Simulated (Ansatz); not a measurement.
Rb2GeSe3 in space group C2/m (No. 12; Pearson symbol mS24) at seven volumes, plane-wave PAW LDA (Ansatz code), shape and atoms relaxed at each. One row is withheld.

```
V (Å³/atom)  P (GPa)
-----------  -------
28.595          1.97
29.538          1.21
30.480          0.56
31.423          0.00
32.366         -0.48
33.309         -0.89
34.251             ?
```

Q: Fit the shown pressures and predict the withheld one.

A: P = (3/2)B₀(x^(7/2) − x^(5/2))[1 + (3/4)(B′ − 4)(x − 1)] with x = (V₀/V)^(2/3). Least squares on the six rows gives V₀ = 31.424 Å³/atom, B₀ = 17.2 GPa, B′ = 4.08. At V = 34.251, x = 0.9442 and P = -1.24 GPa. The run itself gave -1.21 GPa.

The workflow started from a Materials Project entry (that database holds measured and hypothetical structures alike); the Crystallography Open Database files this formula in space group No. 12, but the cells were not matched. Whether it is the stable phase at ambient conditions was not checked. Symmetry was held in the LDA relaxation; its stability against distortions is not shown here.

Potentials: the later of the program's two PAW sets.
